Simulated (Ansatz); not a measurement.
Co (hcp (Mg type)), relaxed with PBEsol (Ansatz, an electronic-structure program, plane waves, PAW): a = b = 2.4561 Å, c = 3.9682 Å, α = β = 90.00°, γ = 120.00°.

- spin order and moments (μB): ferromagnetic; net 1.57 per atom; largest site about 1.6

Question: The same phase is relaxed and computed with LDA in the same code. What are the cell and these values now?

Answer: a = 2.429 Å, b = 2.429 Å, c = 3.918 Å, α = 90.00°, β = 90.00°, γ = 120.00°.

- spin order and moments (μB) = ferromagnetic; net 1.51 per atom; largest site about 1.6

Spin orders computed, not proven ground states: Co, hcp (Mg type) with PBEsol ferromagnetic; Co, hcp (Mg type) with LDA ferromagnetic. All cells were relaxed under the symmetry of their starts (and spin orders); stability against distortions was not tested throughout.

Potentials: the later of the program's two PAW sets.

Ansatz is a plane-wave DFT program.
